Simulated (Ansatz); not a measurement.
Q: Each is relaxed and computed with the program Ansatz at the PBEsol level (PAW). Which is the only one with a gap?
(A) CsBH4, F-43m (Cs on 4a, B on 4b, H on 16e)
(B) SiB2Mo2, Cmmm (Si on 2a, Mo on 4j, B on 4i)
(C) BPd2, Pnnm (B on 2a, Pd on 4g)
(D) B2Ru, Pmmn (B on 4e, Ru on 2a)

A: A, CsBH4, F-43m (Cs on 4a, B on 4b, H on 16e). CsBH4: gap 5.46 eV; BPd2: metal; SiB2Mo2: metal; B2Ru: metal. Typed or built starts, not in the databases checked: SiB2Mo2, Cmmm (Si on 2a, Mo on 4j, B on 4i). Standing as an ambient phase not checked: CsBH4, F-43m (Cs on 4a, B on 4b, H on 16e); BPd2, Pnnm (B on 2a, Pd on 4g); B2Ru, Pmmn (B on 4e, Ru on 2a). All cells were relaxed under the symmetry of their starts (and spin orders); stability against distortions was not tested throughout. Rows with no word on spin ran without spin polarisation. Scalar-relativistic: spin–orbit coupling is off unless named, which matters more the heavier the elements.

Potentials: the later of the program's two PAW sets.
